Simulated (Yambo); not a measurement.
Yambo run on Sr2MgH6 (space group P-3m1, No. 164). The wavefunctions come from this Quantum ESPRESSO step (LDA, PseudoDojo standard norm-conserving files, scalar-relativistic):

```
&CONTROL
  calculation = 'nscf'
  pseudo_dir = './pseudo'
  outdir = './out'
/
&SYSTEM
  ibrav = 0
  nat = 9
  ntyp = 3
  ecutwfc = 84.0
  ecutrho = 336.0
  occupations = 'fixed'
  force_symmorphic = .true.
  nbnd = 156
/
&ELECTRONS
  conv_thr = 9.000000000000001e-09
  diago_full_acc = .true.
  diago_thr_init = 1e-08
/
ATOMIC_SPECIES
H 1.0080 H.upf
Mg 24.3050 Mg.upf
Sr 87.6200 Sr.upf
CELL_PARAMETERS angstrom
  5.475439941000   0.000000000000   0.000000000000
 -2.737719970000   4.741870086000   0.000000000000
  0.000000000000   0.000000000000   4.188470000000
ATOMIC_POSITIONS crystal
H   0.823460000000   0.646920000000   0.765250000000
H   0.176540000000   0.353080000000   0.234750000000
H   0.353080000000   0.176540000000   0.765250000000
H   0.646920000000   0.823460000000   0.234750000000
H   0.823460000000   0.176540000000   0.765250000000
H   0.176540000000   0.823460000000   0.234750000000
Mg   0.000000000000   0.000000000000   0.000000000000
Sr   0.666666667000   0.333333333000   0.263530000000
Sr   0.333333333000   0.666666667000   0.736470000000
K_POINTS automatic
3 3 4 0 0 0
```

Yambo input:

```
rim_cut
gw0
dyson
el_el_corr
HF_and_locXC
ppa
em1d
RandQpts= 1000000
RandGvec= 1 Ry
EXXRLvcs= 84 Ry
VXCRLvcs= 336 Ry
Chimod= "HARTREE"
% BndsRnXp
 5 | 155 |
%
NGsBlkXp= 7 Ry
% LongDrXp
 1.0 | 1.0 | 1.0 |
%
PPAPntXp= 27.2114 eV
% GbndRnge
 1 | 155 |
%
GTermKind= "BG"
DysSolver= "n"
ExtendOut
% QPkrange
 1 | 1 | 18 | 19 |
 3 | 3 | 18 | 19 |
 7 | 7 | 18 | 19 |
 9 | 9 | 18 | 19 |
%
```

k points by index: 1 = Γ, 3 = A, 7 = K, 9 = H.

Table of the .qp output:

```
#    K-point    Band    Eo [eV]    E [eV]    E-Eo [eV]    Vxc [eV]    Vnlxc [eV]    Sc|Eo [eV]    Sc|E [eV]    dSc/dw|Eo [eV]    Re(Z)    Im(Z)
#
    1    18    -0.418577    -1.496249    -1.077672    -11.07956    -13.95803    1.521271    1.800798    -7.057253    0.794057    -0.001659
    1    19    2.414880    3.191913    0.777034    -9.430290    -4.886601    -3.602298    -3.766655    -5.754787    0.825432    -0.001300
    3    18    -1.797058    -2.898157    -1.101099    -10.56291    -13.83667    1.873370    2.172662    -7.395145    0.786303    -0.002021
    3    19    4.839279    5.670253    0.830974    -9.961897    -5.082306    -3.864188    -4.048617    -6.038648    0.818385    -0.001008
    7    18    0.000000    -1.091860    -1.091860    -11.26281    -14.08784    1.450528    1.733163    -7.043154    0.794385    -0.001496
    7    19    3.111612    3.987476    0.875865    -9.890287    -5.005889    -3.819849    -4.008533    -5.861113    0.822778    -0.001335
    9    18    -1.925157    -3.049221    -1.124064    -10.63884    -13.94759    1.880284    2.184686    -7.367974    0.786922    -0.001738
    9    19    3.568562    4.517981    0.949418    -10.15782    -4.925042    -4.072674    -4.283356    -6.037398    0.818415    -0.001406
```
(The two width columns are left out.) Convergence of these settings isn't established.

Geometry of the Materials Project entry, not relaxed at this level.

The structure is a Materials Project entry; no match was found in the copy of COD used, and its stability was not checked.
